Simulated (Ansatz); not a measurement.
Cu₃Sn:
```yaml
crystal:
  lattice:
    - [4.27933, 0.00000, 0.00000]
    - [0.00000, 5.47994, 0.00000]
    - [0.00000, 0.00000, 4.78388]
  atoms:
    - { symbol: Cu, position: [0.50000, 0.00000, 0.29854] }
    - { symbol: Cu, position: [0.00000, 0.50000, 0.70146] }
    - { symbol: Cu, position: [0.00000, 0.75329, 0.15512] }
    - { symbol: Cu, position: [0.00000, 0.24671, 0.15512] }
    - { symbol: Cu, position: [0.50000, 0.74671, 0.84488] }
    - { symbol: Cu, position: [0.50000, 0.25329, 0.84488] }
    - { symbol: Sn, position: [0.50000, 0.50000, 0.34267] }
    - { symbol: Sn, position: [0.00000, 0.00000, 0.65733] }
```

Relaxed with r²SCAN.

Map the valence electron density (e/Å³), cut off at 5 on the plane through (0.500, 0.000, 0.299) spanned by u = [0, 1, 0] and v = [0, 0, 1] in lattice vectors, from r²SCAN (plane waves, PAW; program Ansatz).

x is the fraction of u, y of v (the angle between them is 90°; rows are the nearest grid lines); atoms in the plane: Cu at (0.00, 0.00), Cu at (0.75, 0.55), Cu at (0.25, 0.55), Sn at (0.50, 0.04).
```
|@@@#.    .-%@@@@%-.    .#@@@|
|@@@+.     .=@@@@=.     .+@@@|
|@@@-      .:=++=:.      -@@@|
|%*-.        ....        .-*%|
|..                        ..|
|                            |
|                            |
|     ..:.          .:..     |
|    .=#@*-.      .-*@#=.    |
|   .=@@@@@:      :@@@@@=.   |
|   .#@@@@@=.    .=@@@@@#.   |
|   :@@@@@@+.    .+@@@@@@:   |
|    -@@@@#:      :#@@@@-    |
|    .-+*=:        :=*+-.    |
|      ...          ...      |
|                            |
|                            |
|                            |
|           ..::..           |
|..        .:=**=:.        ..|
|%*-.      :+@@@@+:      .-*%|
|@@@-     .-%@@@@%-.     -@@@|
|@@@+.    .-@@@@@@-.    .+@@@|
|@@@#.    .-%@@@@%-.    .#@@@|
```
Scale: ten equal steps from 0.154 (start of ' ') to 5.00 (end of '@'), in the order ' .:-=+*#%@'; x runs from 0.000 to 1.00, y from 0.000 (bottom) to 1.00 (top).

The density is the valence pseudo-density with augmentation charge, so density and ELF within about 1 Å of a nucleus are not all-electron values.

Space group Pmmn. The first step of the workflow began from a Materials Project structure, measured or hypothetical; the Crystallography Open Database files this formula in space group No. 59, but the cells were not matched. Its standing as an ambient phase is unchecked. The r²SCAN relaxation kept the symmetry of its start; whether a distortion lowers the energy is not shown. No spin polarisation was allowed. Spin–orbit coupling is left out wherever it is not named.

Potentials: the later of the program's two PAW sets.
